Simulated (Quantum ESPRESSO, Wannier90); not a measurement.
**Wannierisation of InGaAs₂ (P-4m2)**

```xyz
4
Lattice="4.2250 0.0000 0.0000 0.0000 4.2250 0.0000 0.0000 0.0000 5.9622" Properties=species:S:1:pos:R:3 pbc="T T T"
In     0.0000     0.0000     2.9811
Ga     2.1125     2.1125     0.0000
As     2.1125     0.0000    -1.3804
As     0.0000     2.1125     1.3804
```

Cell from Materials Project (mp-1223781), symmetrised, no further relaxation. Not found in the COD (Crystallography Open Database) copy used; not checked further. Level: PBEsol, spinors with spin-orbit coupling; pw.x of Quantum ESPRESSO at 68 Ry with PseudoDojo potentials, 4×4×4 k-points, Wannier90. Density: 8×8×6 mesh, cold smearing 0.01 Ry. With spin-orbit coupling a semilocal functional can close or falsely invert a small gap; the band order was not checked against a better method. The gap is small at this level and was sampled on the meshes and a path alone.

A tight-binding model is made by disentanglement and projection with no localisation steps (num_iter = 0), so the 32 orbitals stay atom-like: hydrogen-like In: s;p; Ga: s;p; As: s;p, axes along x, y, z; frozen window up to 1.57 eV relative to the valence-band maximum. It follows pw.x to 9.2 meV rms for states up to 1.1 eV relative to the valence-band maximum. Matrix elements depend on this choice of orbitals and windows.

The 20 largest hoppings ⟨m,0|H|n,R⟩ between different sites (one of each Hermitian pair; signs follow the real orbitals' lobes; the list may end inside a set of equal values):

| m | n | R | distance of the centres (Å) | t (eV) | Im t (eV) |
|---|---|---|---|---|---|
| As3 py↑ | Ga2 s↑ | 0 0 0 | 2.61 | -1.879 | 0.000 |
| As3 py↓ | Ga2 s↓ | 0 0 0 | 2.61 | -1.879 | 0.000 |
| As4 px↑ | Ga2 s↑ | 0 0 0 | 2.61 | -1.879 | 0.000 |
| As4 px↓ | Ga2 s↓ | 0 0 0 | 2.61 | -1.879 | 0.000 |
| Ga2 s↑ | As3 py↑ | 0 1 0 | 2.61 | 1.879 | 0.000 |
| Ga2 s↓ | As3 py↓ | 0 1 0 | 2.61 | 1.879 | 0.000 |
| Ga2 s↑ | As4 px↑ | 1 0 0 | 2.61 | 1.879 | 0.000 |
| Ga2 s↓ | As4 px↓ | 1 0 0 | 2.61 | 1.879 | 0.000 |
| As3 s↑ | Ga2 py↑ | 0 0 0 | 2.63 | 1.817 | 0.000 |
| As3 s↓ | Ga2 py↓ | 0 0 0 | 2.63 | 1.817 | 0.000 |
| As4 s↑ | Ga2 px↑ | 0 0 0 | 2.63 | 1.817 | 0.000 |
| As4 s↓ | Ga2 px↓ | 0 0 0 | 2.63 | 1.817 | 0.000 |
| Ga2 py↑ | As3 s↑ | 0 1 0 | 2.63 | -1.817 | 0.000 |
| Ga2 py↓ | As3 s↓ | 0 1 0 | 2.63 | -1.817 | 0.000 |
| Ga2 px↑ | As4 s↑ | 1 0 0 | 2.63 | -1.817 | 0.000 |
| Ga2 px↓ | As4 s↓ | 1 0 0 | 2.63 | -1.817 | 0.000 |
| As3 pz↑ | Ga2 py↑ | 0 0 0 | 2.60 | 1.757 | 0.000 |
| As3 pz↓ | Ga2 py↓ | 0 0 0 | 2.60 | 1.757 | 0.000 |
| As4 pz↑ | Ga2 px↑ | 0 0 0 | 2.60 | -1.757 | 0.000 |
| As4 pz↓ | Ga2 px↓ | 0 0 0 | 2.60 | -1.757 | 0.000 |
